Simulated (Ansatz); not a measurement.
Relaxing an invented Na4F3 structure

Level of theory: DFT PBE, scalar-relativistic, plane waves, PAW (Ansatz 0.2.0). Cutoff 420 eV, Gaussian smearing, Γ-centred meshes. Cell and atoms relax first on a coarse mesh and then on a finer one. In between, the cell is made exact in the group found at 0.06 Å. In metals the finer mesh still leaves noise of several meV/atom or more. The steps can't lower the symmetry of their start. No spin polarisation in the relaxation; trial moments died out in a coarse test.

Recipe of this trial structure of Na4F3: random cell by space group and Wyckoff sites (P-43m, No. 215). Lengths were set from tabulated atomic sizes, so they are only a guess.

```cif
data_structure
_symmetry_space_group_name_H-M 'P 1'
_symmetry_Int_Tables_number 1
_cell_length_a 4.2950
_cell_length_b 4.2950
_cell_length_c 4.2950
_cell_angle_alpha 90.000
_cell_angle_beta 90.000
_cell_angle_gamma 90.000
_cell_volume 79.23
loop_
_atom_site_label
_atom_site_type_symbol
_atom_site_fract_x
_atom_site_fract_y
_atom_site_fract_z
_atom_site_occupancy
Na1 Na 0.36093 0.36093 0.36093 1
Na2 Na 0.63907 0.63907 0.36093 1
Na3 Na 0.63907 0.36093 0.63907 1
Na4 Na 0.36093 0.63907 0.63907 1
F1 F 0.00000 0.50000 0.50000 1
F2 F 0.50000 0.00000 0.50000 1
F3 F 0.50000 0.50000 0.00000 1
```

The zero of energy is the elements' standard structures at the same level (F₂ as a molecule); no fitted shifts are applied.

Question: Where does the relaxation end?

Answer: The symmetry stays P-43m (No. 215). The volume per atom grows by 85.0 %, from 11.3 to 20.9 Å³. The shortest distance goes from 1.69 Å (Na–Na) to 2.25 Å (Na–F). The energy falls by about 3.2 eV/atom (the start's value is from the coarse mesh). Conventional cell: a = 5.273 Å. Around Na lie 3 F at 2.25 Å; around F lie 4 Na at 2.25 Å.

```cif
data_structure
_symmetry_space_group_name_H-M 'P-43m'
_symmetry_Int_Tables_number 215
_cell_length_a 5.2729
_cell_length_b 5.2729
_cell_length_c 5.2729
_cell_angle_alpha 90.000
_cell_angle_beta 90.000
_cell_angle_gamma 90.000
_cell_volume 146.60
loop_
_atom_site_label
_atom_site_type_symbol
_atom_site_symmetry_multiplicity
_atom_site_Wyckoff_symbol
_atom_site_fract_x
_atom_site_fract_y
_atom_site_fract_z
_atom_site_occupancy
Na1 Na 4 e 0.26337 0.26337 0.26337 1
F1 F 3 c 0.00000 0.50000 0.50000 1
```

Question: How does it come out in energy, and is it a metal?

Answer: The energy over the elements is −2.16 eV/atom. The gap on the 8×8×8 mesh of the 7-atom cell is 0 eV (a metal).

A negative formation energy is needed for stability but isn't enough: competing phases decide.

The last run used Gaussian smearing of 0.10 eV. An odd number of electrons in the primitive cell allows no gap without spin; a larger cell or a magnetic state could open one. Symmetry constrained the relaxation, so the result can be a saddle point.
